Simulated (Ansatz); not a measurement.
The start is a generated cell, ZnS placed in the wurtzite structure type. The structure is fully relaxed (lattice and positions, P = 0) with r2SCAN (plane waves to 500 eV, PAW, scalar-relativistic; Ansatz, a program for electronic structure). The first steps use a coarse 7×7×4 k-mesh.

The start:
```yaml
crystal:
  lattice:
    - [3.82270, 0.00000, 0.00000]
    - [-1.91135, 3.31056, 0.00000]
    - [0.00000, 0.00000, 6.26070]
  atoms:
    - { symbol: Zn, position: [0.66667, 0.33333, 0.00000] }
    - { symbol: Zn, position: [0.33333, 0.66667, 0.50000] }
    - { symbol: S, position: [0.66667, 0.33333, 0.62520] }
    - { symbol: S, position: [0.33333, 0.66667, 0.12520] }
```

Problem. How much energy is released per atom?

Solution. 1 meV/atom.

Problem. How does the volume change?

Solution. -1.1 %, from 19.81 to 19.59 Å³/atom.

Problem. How do the shortest distances between atoms change?

Solution. The closest pairs of elements (up to four, under 3.6 Å), start → end: S–Zn 2.34 → 2.33 Å.

Problem. Is the relaxed structure metallic? Give its gap.

Solution. 2.78 eV, direct at Γ (no spin-orbit coupling).

Problem. What does it relax into? Give the structure.

Solution. 
```cif
data_S2Zn2
_chemical_formula_sum 'Zn2 S2'
_space_group_name_H-M_alt 'P63mc'
_space_group_IT_number 186
_space_group_name_Hall 'P 6c -2c'
_cell_length_a 3.80610
_cell_length_b 3.80610
_cell_length_c 6.24474
_cell_angle_alpha 90.000
_cell_angle_beta 90.000
_cell_angle_gamma 120.000
loop_
_atom_site_label
_atom_site_type_symbol
_atom_site_symmetry_multiplicity
_atom_site_Wyckoff_symbol
_atom_site_fract_x
_atom_site_fract_y
_atom_site_fract_z
_atom_site_occupancy
Zn1 Zn 2 b 0.33333 0.66667 0.49975 1
S1 S 2 b 0.33333 0.66667 0.12545 1
```

The space group stays P6₃mc (No. 186) (the run could not lower it); the end is wurtzite type, with 4 atoms in the primitive cell. Final values are on a 10×10×6 k-mesh of the relaxed cell. No spin polarisation in the result.

The run could not lose the symmetry of its start; a randomly shaken copy of 4 atoms returns to this structure.
